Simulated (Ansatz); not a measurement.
ZnPt3 (Cu3Au type, space group No. 221), PBE (plane waves, PAW; program Ansatz), all energies at zero smearing, with the estimated change up to a 700 eV cutoff added, with one set of potentials and settings (totals compare only within such a set). Cell of 4 atoms (3 Pt, 1 Zn): -40889.363 eV.

```tsv
element	reference phase	E (eV/atom)
Pt	Fm-3m, 1 atoms in the cell	-12523.0127
Zn	C2/m, 3 atoms in the cell	-3319.0295
```

Formation energy per atom, worked out: (-40889.363 − 3×(-12523.0127) − 1×(-3319.0295))/4 = -0.324 eV/atom (-31 kJ per mol of atoms), at 0 K, without zero-point energy or fitted corrections.

Space group Pm-3m (Cu3Au type). The workflow started from an entry of the Crystallography Open Database (COD). Its standing as an ambient phase is unchecked. Symmetry was held in the PBE relaxation; its stability against distortions is not shown here. The run is not spin-polarised. The references are the lowest solids computed at this level, not always the standard phases. Scalar-relativistic: spin–orbit coupling is off unless named, which matters more the heavier the elements.

Potentials: the later of the program's two PAW sets.
